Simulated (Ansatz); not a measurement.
AlMo2N:
```yaml
crystal:
  lattice:
    - [2.83086, 0.00000, 0.00000]
    - [-1.41543, 2.45160, 0.00000]
    - [0.00000, 0.00000, 14.65627]
  atoms:
    - { symbol: Al, position: [0.33333, 0.66667, 0.75000] }
    - { symbol: Al, position: [0.66667, 0.33333, 0.25000] }
    - { symbol: Mo, position: [0.33333, 0.66667, 0.09622] }
    - { symbol: Mo, position: [0.66667, 0.33333, 0.59622] }
    - { symbol: Mo, position: [0.66667, 0.33333, 0.90378] }
    - { symbol: Mo, position: [0.33333, 0.66667, 0.40378] }
    - { symbol: N, position: [0.00000, 0.00000, 0.00000] }
    - { symbol: N, position: [0.00000, 0.00000, 0.50000] }
```

Relaxed with r²SCAN. Special points in fractions of this cell's reciprocal vectors: Γ (0.000, 0.000, 0.000); M (0.500, 0.000, 0.000); K (0.333, 0.333, 0.000); A (0.000, 0.000, 0.500); L (0.500, 0.000, 0.500); H (0.333, 0.333, 0.500).

Problem. List the band energies nearest the Fermi level at these points for the program Ansatz at the r²SCAN level (PAW).

Solution. In eV from the Fermi level; about four levels below and three above (degenerate sets whole), none deeper than 8.9 eV; points with the same levels are listed once.

```csv
k,below,above
Γ,-1.46 -1.46 -0.83 -0.78,0.20 0.20 0.23 0.23
M,-2.56 -1.74 -1.36 -0.28,0.53 0.70 0.82
K,-2.64 -2.64 -2.50 -2.24,0.16 0.16 0.21 0.21
A,-1.46 -1.46 -1.46 -1.46 -0.80 -0.80,0.21 0.21 0.21 0.21
L,-2.61 -2.61 -1.56 -1.56,0.22 0.22 0.61 0.61
H,-2.37 -2.37 -0.05 -0.05,0.81 0.81 0.81 0.81
```

Space group P6_3/mmc. The start of the workflow was typed in or built on a structure type; neither database checked (COD, Materials Project) lists it. Whether it is the stable phase at ambient conditions was not checked. The cell was relaxed with r²SCAN under the symmetry of its start; its stability against distortions is not shown here. The workflow began spin-polarised and lost its moments. Scalar-relativistic: spin–orbit coupling is off unless named, which matters more the heavier the elements.

Potentials: the earlier of the program's two PAW sets.
